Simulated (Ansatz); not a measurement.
Ag (Fm-3m), symmetry broken, then relaxed

Computed with DFT PBEsol, scalar-relativistic, plane waves, PAW in Ansatz. Settings: plane waves to 420 eV, k-mesh 14×14×14 (Γ-centred), Gaussian smearing 0.15 eV. No spin polarisation. Energies are free energies at this smearing, counted from the undisturbed cell; pressure is positive in compression.

Zero of the scan (relaxed at this level):

```yaml
crystal:
  lattice:
    - [0.00000, 2.02721, 2.02721]
    - [2.02721, 0.00000, 2.02721]
    - [2.02721, 2.02721, 0.00000]
  atoms:
    - { symbol: Ag, position: [0.00000, 0.00000, 0.00000] }
```

The cell is strained by (0.0247, -0.0036, -0.0211, -0.0574, -0.0253, -0.0125) (xx, yy, zz, yz, xz, xy; engineering shear). The atoms are then relaxed in that fixed cell.

Question: How much of the energy do the atoms recover?

Answer: The disturbance cost 14.8 meV/atom, and 14.8 meV/atom remain in the strained cell. The final space group reads C2/m (tolerance 0.05 Å).

Final structure:

```xyz
1
Lattice="-0.0383 1.9618 1.9262 2.0516 -0.0709 1.9588 2.0645 2.0073 -0.0838" Properties=species:S:1:pos:R:3 pbc="T T T"
Ag    0.0000    0.0000    0.0000
```

The relaxation, step by step (energy from the first step):

| step | ΔE (meV/atom) | largest force component (eV/Å) | pressure (GPa) |
| --- | --- | --- | --- |
| 1 | 0.0 | 0.000 | n/a |